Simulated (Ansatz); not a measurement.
Cu:
```cif
data_Cu4
_chemical_formula_sum 'Cu4'
_space_group_name_H-M_alt 'Fm-3m'
_space_group_IT_number 225
_space_group_name_Hall '-F 4 2 3'
_cell_length_a 3.56336
_cell_length_b 3.56336
_cell_length_c 3.56336
_cell_angle_alpha 90.000
_cell_angle_beta 90.000
_cell_angle_gamma 90.000
loop_
_atom_site_label
_atom_site_type_symbol
_atom_site_symmetry_multiplicity
_atom_site_Wyckoff_symbol
_atom_site_fract_x
_atom_site_fract_y
_atom_site_fract_z
_atom_site_occupancy
Cu1 Cu 4 a 0.00000 0.00000 0.00000 1
```
(The calculation used a cell of 1 atom; values per cell refer to that cell.)

Relaxed with PBE+D3(BJ) in the plane-wave PAW code Ansatz. Indices refer to the conventional cell of Fm-3m, a = 3.5634 Å, b = 3.5634 Å, c = 3.5634 Å, α = 90.00°, β = 90.00°, γ = 90.00°.

Q: Simulate the powder diffraction pattern (Cu Kα, λ = 1.54184 Å; lines above 1 %) up to 2θ = 90°.

A: Simulated powder pattern, Cu Kα, λ = 1.54184 Å (kinematic, ideal powder, no thermal factors, no anomalous dispersion; the 30 strongest lines at most, above 1 %, up to 2θ = 90°):

```tsv
2θ (°)	d (Å)	I/Imax (%)	hkl
44.01	2.057	100	(111)
51.28	1.782	47	(200)
75.46	1.260	26	(220)
```

Symmetry was held in the PBE+D3(BJ) relaxation. The run is not spin-polarised. The pairwise dispersion correction was not fitted to metals.

Potentials: the later of the program's two PAW sets.
